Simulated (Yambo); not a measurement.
# How GW settings move the gap: K$_{2}$NaRhF$_{6}$

G0W0@PBEsol for K2NaRhF6 (space group Fm-3m, No. 225) in Yambo. Reference settings: 2×2×2 Γ-centred k mesh, bands 6 to 299 and a 8 Ry block in the screening, 299 bands in G with the Bruneval-Gonze terminator, plasmon pole fitted at 27.2 eV. The PBEsol gap X → X on this mesh is 1.74 eV; G0W0 gaps are taken between the same points.

```json
[
 {"change from the reference": "reference settings", "G0W0 gap X → X (eV)": "5.56", "shift of the valence edge (eV)": "-1.61", "rough Yambo cost": "1"},
 {"change from the reference": "119 bands in W, 119 bands in G", "G0W0 gap X → X (eV)": "5.67", "shift of the valence edge (eV)": "-1.48", "rough Yambo cost": "about 1/3"},
 {"change from the reference": "119 bands in G", "G0W0 gap X → X (eV)": "5.59", "shift of the valence edge (eV)": "-1.61", "rough Yambo cost": "–"},
 {"change from the reference": "3 Ry block", "G0W0 gap X → X (eV)": "5.68", "shift of the valence edge (eV)": "-1.70", "rough Yambo cost": "within a factor of two"},
 {"change from the reference": "7 Ry block", "G0W0 gap X → X (eV)": "5.54", "shift of the valence edge (eV)": "-1.59", "rough Yambo cost": "within a factor of two"},
 {"change from the reference": "no random integration", "G0W0 gap X → X (eV)": "5.40", "shift of the valence edge (eV)": "-1.29", "rough Yambo cost": "–"},
 {"change from the reference": "no terminator", "G0W0 gap X → X (eV)": "5.59", "shift of the valence edge (eV)": "-1.38", "rough Yambo cost": "–"}
]
```

The reference isn't shown to be the converged limit. Costs are rough (shared machines), scaled to the same edge states, and given only for runs that recompute the screening.

Spin-orbit splittings are left out.

Geometry of the Materials Project entry, not relaxed at this level; primitive cell a = b = c = 6.024 Å, α = β = γ = 60.00°.

A shift is the quasiparticle energy of the state minus its PBEsol energy.
